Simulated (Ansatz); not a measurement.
**CdHg2O3: rattling a relaxed structure**

It was reached by relaxing an invented guess, and it needn't be the stable form of this composition.

These are results of Ansatz 0.2.0, DFT PBE, scalar-relativistic, plane waves, PAW, not measurements. Settings: cutoff 420 eV, Γ-centred mesh 10×10×4 on the computed 6-atom cell, Gaussian smearing of 0.02 eV; no spin polarisation.

The cell below (6 atoms, space group C2 (No. 5)) is relaxed within its symmetry.

```xyz
6
Lattice="3.0881 -1.7936 0.0000 3.0881 1.7936 0.0000 -1.9444 0.0000 9.1310" Properties=species:S:1:pos:R:3 pbc="T T T"
Cd    3.0881    1.1435    0.0000
Hg    4.6413    0.2523    2.9476
Hg   -0.4096    0.2523    6.1833
O     0.0532   -0.5955    7.9558
O     4.1785   -0.5955    1.1752
O     2.1159   -0.4570    4.5655
```

For the test a repeat of it with 12 atoms (edges 3.57, 6.20, 9.34 Å) was strained at random (σ = 1.5 % a component), the atoms were moved at random (σ = 0.15 Å), and all was relaxed again on a coarse 4×2×2 mesh (in the run’s order of axes) with 0.10 eV smearing, with no symmetry imposed.

Spin–orbit coupling, which can matter for Hg, is left out.

Q: Is the structure stable against such a distortion?

A: It returns, within 1 meV/atom of the unmoved cell on that mesh and with the same symmetry when read at 0.1 Å (P1 at 0.01 Å, so small strains and shifts remain). So it is stable against the distortions that fit this cell and that this random move excites. Modes that don't fit the cell aren't tested.
